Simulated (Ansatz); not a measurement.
### Question
Each is relaxed and computed with plane-wave PAW LDA (Ansatz code). Which is the only one with a gap?
A) Na2WO4, spinel
B) WC, P-6m2 (W on 1a, C on 1f)
C) W2C, P-3m1 (C on 1a, W on 2d)
D) Si2W, Cmcm (Si on 4c, Si on 4c, W on 4c)

### Answer
A, Na2WO4, spinel. Na2WO4: gap 5.11 eV (direct); W2C: metal; Si2W: metal; WC: metal. Constructed cells (a structure type filled with these elements, in neither database checked): Si2W, Cmcm (Si on 4c, Si on 4c, W on 4c). Not the usual ambient phase: Si2W, Cmcm (Si on 4c, Si on 4c, W on 4c). Standing as an ambient phase not checked: Na2WO4, spinel. All cells were relaxed under the symmetry of their starts (and spin orders); stability against distortions was not tested throughout. Rows with no word on spin ran without spin polarisation. Spin–orbit coupling is left out wherever it is not named.

Potentials: the later of the program's two PAW sets.
